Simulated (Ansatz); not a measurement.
Zone-centre phonons of AlN at 25 GPa: input and output

The calculation used DFT LDA, scalar-relativistic, plane waves, PAW (Ansatz).

Launched with:
```bash
ansatz run input.yaml --threads 1 --pin off --max-ram 3072MiB --backend cpu --events-out ev --progress --plain --runs-dir out
```

Input (bare energies are in eV):
```yaml
crystal:
  lattice:
    - [0.0, 2.1010503061, 2.1010503061]
    - [2.1010503061, 0.0, 2.1010503061]
    - [2.1010503061, 2.1010503061, 0.0]
  atoms:
    - { symbol: Al, position: [0.0, 0.0, 0.0] }
    - { symbol: "N", position: [0.75, 0.75, 0.75] }
basis:
  ecutwfc: 420
kpoints:
  mp_grid: { grid: [10, 10, 10] }
hamiltonian:
  xc: lda
scf:
  occupations: { method: fixed }
output:
  eigenvalues: true
phonons:
  method: dfpt
  dielectric: true
  rigid_motions: translations
  eigenvectors: true
```

Results section of the output:
```
--- Phonons (Γ-DFPT): 2 representative perturbations + reference, on 171 of 1000 k-points (Σ response iterations 6) ---
  k mesh reduced under 4 symmetry operations, with k and −k counted as one. Each operation leaves every solved perturbation unchanged. A smaller set is not considered because the run solves the response ...
  ASR residual: 8.386e-5 → 0.000e0 eV/Å²; symmetrization residual: 1.081e-6 eV/Å²
  ASR residual per site (eV/Å²): 5.66e-5 8.39e-5
  Γ frequencies (cm⁻¹): 0.00 0.00 0.00 761.81 761.81 761.81
  ε∞ (high-frequency dielectric tensor):
        4.402777     0.000000    -0.000000
        0.000000     4.402777     0.000000
       -0.000000     0.000000     4.402777
  ε⁰ (static dielectric tensor: ions relaxed, cell fixed):
        7.583553     0.000000     0.000000
        0.000000     7.583553     0.000000
        0.000000     0.000000     7.583553
  ε⁰ − ε∞ (ionic part):
        3.180776     0.000000     0.000000
        0.000000     3.180776     0.000000
        0.000000     0.000000     3.180776
  softest optical mode at Γ: 761.81 cm⁻¹; the repairs (sum rule, projections) moved no ω² at Γ by more than (1.32 cm⁻¹)²
  Born effective charges Z* (e; rows j = field, columns β = displacement):
    site 0:
         2.53307    0.00000    0.00000
         0.00000    2.53307    0.00000
         0.00000    0.00000    2.53307
    site 1:
        -2.53307   -0.00000   -0.00000
        -0.00000   -2.53307   -0.00000
        -0.00000   -0.00000   -2.53307
  Z* charge neutrality: 8.696e-4 e pre-enforcement
  solved inside a basis spanned on kpoints, on 10×10×10 k-points, its susceptibility summed on 14×14×14: ε∞ is read to err by 1.2e-2, Z* by 8.8e-3 e (field_mesh: kpoints solves on kpoints); Z* is corrected for ...
  optical modes at Γ without the LO–TO term, one row a degenerate level:
      ω (cm⁻¹) modes IR ((D/Å)²/amu)
        761.81      3            48.1647
  optical modes at Γ + LO–TO along q̂ = [1.0000, 0.0000, 0.0000]:
      ω (cm⁻¹) modes IR ((D/Å)²/amu)
        761.81      2            32.1098
        999.82      1            16.0549
  optical modes at Γ + LO–TO along q̂ = [0.0000, 1.0000, 0.0000]:
      ω (cm⁻¹) modes IR ((D/Å)²/amu)
        761.81      2            32.1098
        999.82      1            16.0549
  optical modes at Γ + LO–TO along q̂ = [0.0000, 0.0000, 1.0000]:
      ω (cm⁻¹) modes IR ((D/Å)²/amu)
        761.81      2            32.1098
        999.82      1            16.0549
```

Time: 53 s on 1 thread of Intel(R) Xeon(R) Processor @ 2.50GHz (Skylake/Cascade Lake), on a shared host, peak memory 0.44 GiB.

Other phases may be more stable at this pressure.

This zinc-blende form isn't the usual stable structure of the compound at low pressure.